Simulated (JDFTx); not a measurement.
W(100) slab cut from bulk W (space group Im-3m, indices of the conventional cell, lattice of the Materials Project entry mp-91, not re-optimised): 8 atoms in 4 planes, a c(2×2) cell of 20.10 Å² (|a| = 4.484, |b| = 4.484 Å), 4.5 Å between the outermost planes, cell height 23.8 Å, 6×6×1 k mesh, Fermi smearing 0.01 Ha, no spin polarisation.

Adsorbate: Br on both faces at 0.50 monolayer, started ontop and relaxed in vacuum, keeping the symmetry of the start.

All numbers are RPBE, GBRV ultrasoft potentials made for PBE, plane waves to 20/100 Ha results from JDFTx (a modified build), not measurements. The adsorption energy per Br is [E(slab + 2 Br) − E(slab)]/2 − (E(HBr) − ½ E(H2)), with the gas molecules relaxed at the same level and slab energies taken as (E + F)/2, the usual estimate of zero smearing. In reaction energies these potentials put H₂ about 0.03 eV too high against large-basis PBE. No zero-point energy or vibrational entropy is included. Both faces are alike, and the cell allows no reconstruction beyond its size.

### Question
Predict the adsorption energy and the geometry, and the change of the work function.

### Answer
-2.02 eV. Br sits 2.46 Å above the highest substrate atom, bound to 1 W at 2.46 Å. The work function goes from 4.00 to 4.79 eV. In CANDLE, water, 1 M NaCl, at zero charge, the adsorption energy is -1.98 eV and the potential of zero charge moves from -0.95 to 0.15 V vs SHE (4.44 V convention).
